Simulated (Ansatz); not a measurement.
Start of a relaxation of CrPdC6N6:

```cif
data_structure
_symmetry_space_group_name_H-M 'Fm-3m'
_symmetry_Int_Tables_number 225
_cell_length_a 10.2760
_cell_length_b 10.2760
_cell_length_c 10.2760
_cell_angle_alpha 90.000
_cell_angle_beta 90.000
_cell_angle_gamma 90.000
_cell_volume 1085.11
loop_
_atom_site_label
_atom_site_type_symbol
_atom_site_symmetry_multiplicity
_atom_site_Wyckoff_symbol
_atom_site_fract_x
_atom_site_fract_y
_atom_site_fract_z
_atom_site_occupancy
Cr1 Cr 4 b 0.50000 0.00000 0.00000 1
Pd1 Pd 4 a 0.00000 0.00000 0.00000 1
C1 C 24 e 0.18859 0.00000 0.00000 1
N1 N 24 e 0.30245 0.00000 0.00000 1
```

These are results of DFT PBE, scalar-relativistic, plane waves, PAW in Ansatz 0.2.0, not measurements. Cutoff 420 eV, Gaussian smearing, Γ-centred meshes. Cell and atoms relax first on a coarse mesh and then on a finer one. In between, the cell is made exact in the group found at 0.06 Å. In metals the finer mesh still leaves noise of several meV/atom or more. The steps can't lower the symmetry of their start. Collinear spin, starting moments Cr 3.0 μB.

A guess keeps its type if space group and coordination stay and the shape of the cell changes little (axis ratios within about 15 %, angles within 6°); the volume may change.

**Question.** Does this structure survive the relaxation?

**Answer.** It keeps its type. The symmetry stays Fm-3m (No. 225). The volume per atom grows by 7.2 %, from 19.4 to 20.8 Å³. The shortest distance goes from 1.17 Å (C–N) to 1.16 Å (C–N). Counting neighbours within 15 % of an atom's shortest distance, the start has C 1, Cr 6, N 1, Pd 6 and the end C 1, Cr 6, N 1, Pd 6.

The last run used collinear spin, a 6×6×6 mesh for its 14-atom cell and Gaussian smearing of 0.10 eV. The magnetic state reached may not be the lowest. Symmetry constrained the relaxation, so the result can be a saddle point.
